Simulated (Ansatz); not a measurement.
The relaxed structure here is a generated cell of AlAu: the first start was made by placing the elements on the sites of a structure type, and the end was not matched to a known phase here, so it may be hypothetical.

One starting cell of AlAu (a generated cell, AlAu built in the AFLOW prototype AB_tP8_136_g_f (as in BeO)) was relaxed twice with Ansatz (plane waves, PAW, scalar-relativistic): with PBEsol at 420 eV and with PBE at 420 eV. The PBEsol result:

```cif
data_Al4Au4
_chemical_formula_sum 'Al4 Au4'
_space_group_name_H-M_alt 'P42/mnm'
_space_group_IT_number 136
_space_group_name_Hall '-P 4n 2n'
_cell_length_a 7.99870
_cell_length_b 7.99870
_cell_length_c 2.81796
_cell_angle_alpha 90.000
_cell_angle_beta 90.000
_cell_angle_gamma 90.000
loop_
_atom_site_label
_atom_site_type_symbol
_atom_site_symmetry_multiplicity
_atom_site_Wyckoff_symbol
_atom_site_fract_x
_atom_site_fract_y
_atom_site_fract_z
_atom_site_occupancy
Al1 Al 4 f 0.37832 0.37832 0.00000 1
Au1 Au 4 g 0.19101 0.19101 0.50000 1
```

```csv
quantity,PBEsol,PBE
space group,P4₂/mnm,P4₂/mnm
volume (Å³/atom),22.54,…
a (Å),7.999,…
c (Å),2.818,…
"gap (eV, no spin-orbit coupling)",0.00,…
```

Task: What does PBE give for the same quantities?

Result: 
- volume (Å³/atom), PBE: 23.44
- a (Å), PBE: 8.076
- c (Å), PBE: 2.875
- gap (eV, no spin-orbit coupling), PBE: 0.00

Both levels end in the same structure; PBE's volume is 4.0 % larger. Neither column is exact.

No spin polarisation in the result.

The run could not lower the symmetry of its start; a shaken copy of this end point relaxes with PBEsol to P4/mbm (No. 127), 0.17 eV/atom lower.

Ansatz is a quantum-chemistry and plane-wave program.
